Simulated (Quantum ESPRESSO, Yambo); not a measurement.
G0W0 results for Rb2KScF6

```
CELL_PARAMETERS angstrom
      0.00000     4.59944     4.59944
      4.59944     0.00000     4.59944
      4.59944     4.59944     0.00000
ATOMIC_POSITIONS crystal
  F  0.77859 0.22141 0.22141
  F  0.22141 0.77859 0.77859
  F  0.22141 0.77859 0.22141
  F  0.77859 0.22141 0.77859
  F  0.22141 0.22141 0.77859
  F  0.77859 0.77859 0.22141
  K  0.50000 0.50000 0.50000
  Sc 0.00000 0.00000 0.00000
  Rb 0.75000 0.75000 0.75000
  Rb 0.25000 0.25000 0.25000
```

The geometry is that of Materials Project entry mp-9349, symmetrised and not relaxed again.

Starting point: LDA (pw.x of Quantum ESPRESSO, ONCV potentials, no spin-orbit coupling). G0W0 in Yambo: 2×2×2 Γ-centred k mesh, bands 2 to 284 and a 7 Ry block in the screening, 284 bands in G with the Bruneval-Gonze terminator, plasmon pole fitted at 27.2 eV.

| Property | Value |
|---|---|
| LDA gap along the band path | 6.00 eV |
| LDA gap between the mesh's edge points (Γ → Γ) | 6.00 eV |
| G0W0 gap between the same points | 9.87 eV |

```tsv
k point	band	E LDA (eV)	E QP (eV)	shift (eV)	Z
Γ	VB	0.00	-2.32	-2.32	0.80
Γ	CB	6.00	7.56	1.55	0.90
L	VB	-0.08	-2.41	-2.33	0.80
L	CB	7.11	10.22	3.11	0.83
X	VB	-0.01	-2.32	-2.31	0.80
X	CB	7.06	10.17	3.11	0.83
```

Energies count from the LDA valence-band maximum.

Nearest settings tried, and what they do to the gap: 186 bands in W, 186 bands in G: +49 meV; 6 Ry block (339 vectors against 459): +12 meV. Not varied: mesh. So the settings aren't converged at that level. The k mesh is coarse.

The structure is a Materials Project entry; no match was found in the copy of COD used, and its stability was not checked.
